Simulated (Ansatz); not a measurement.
Surface loss at microwave frequencies, Drude damping in the near infrared and electronic heat conduction all follow from the resistivity and the plasma energy of a metal.

fcc Ag serves as the reference. Frequency 100 GHz, photon energy 0.8 eV, T = 300 K, Lorenz number 2.44×10⁻⁸ WΩ/K². All rows are cubic metals, run without spin polarisation.

Where the numbers come from (Ansatz, a plane-wave PAW program): resistivity, plasma energy, N(E_F): PBEsol, Boltzmann equation with harmonic phonons, 300 K, mean over directions.

Whether these are the forms stable at ambient conditions was not checked: ZrW2 (Fd-3m, cF24); HfW2 (Fd-3m, cF24). Spin–orbit coupling is left out unless named.

| crystal | ρ (μΩ·cm) | ħω_p (eV) | N(E_F) (states/eV/atom) |
|---|---|---|---|
| ZrW2 (Fd-3m, cF24) | 12 | 4.7 | 0.44 |
| fcc Ag, reference | 1.6 | 9.2 | 0.26 |
| bcc W | 5.1 | 7.9 | 0.44 |
| HfW2 (Fd-3m, cF24) | 11 | 4.7 | 0.41 |

The figures follow from the printed values by these rules: R_s = √(πfμ₀ρ) = 6.283 mΩ × √(f ρ); ħγ = ħε₀ω_p²ρ = 0.1345 meV × (ħω_p)² ρ; quality = ω/γ; κ_e = L₀T/ρ = 732/ρ.

**Question.** Compute surface resistance, damping ħγ, Drude quality and electronic κ for ZrW2 (Fd-3m, cF24), showing the steps.

**Answer.** 
R_s = 6.283 × √(100 × 12) = 220 mΩ; ħγ = 0.1345 × 4.7² × 12 = 35.7 meV; Drude quality: 800/35.7 = 22; κ_e = 732/12 = 61 W/(m·K).

**Question.** Rank all rows by Drude quality, highest first.

**Answer.** The same steps for every row:

```csv
crystal,surface resistance (mΩ),damping ħγ (meV),Drude quality,electronic κ (W/(m·K))
"ZrW2 (Fd-3m, cF24)",220,35.7,22,61
"fcc Ag, reference",79,18.2,44,460
bcc W,140,42.8,19,140
"HfW2 (Fd-3m, cF24)",210,32.7,24,67
```

By Drude quality (highest first): fcc Ag (44 ± 8.2), HfW2 (Fd-3m, cF24) (24 ± 4.6) ≈ ZrW2 (Fd-3m, cF24) (22 ± 4.2) ≈ bcc W (19 ± 3.5). The ± follows from allowances picked for this note (resistivity 12 %, plasma energy 4 %, 12 % for the model), carried to first order and added in quadrature; ≈ joins neighbours closer than their two ± added in quadrature. On this figure 0 of 3 candidates do clearly better than the reference.

Only phonon scattering is included, so films lose more. Interband absorption, often the larger optical loss, is outside the Drude quality. Resistivities move by up to 12 % from half the mesh. The rows are a sample of cubic metals; oxides, V to Ni (no spin in these runs) and Tl, Pb, Bi were not drawn. Limits of the draw: cubic metals without O, V to Ni, Tl, Pb or Bi. As a rule kept out of such tables: 4f compounds, open-shell compounds run without a Hubbard term, cells found unstable in the tests at hand, cells close to a higher symmetry, and runs set to a pressure or over 12 % in volume from the crystal's fullest run.
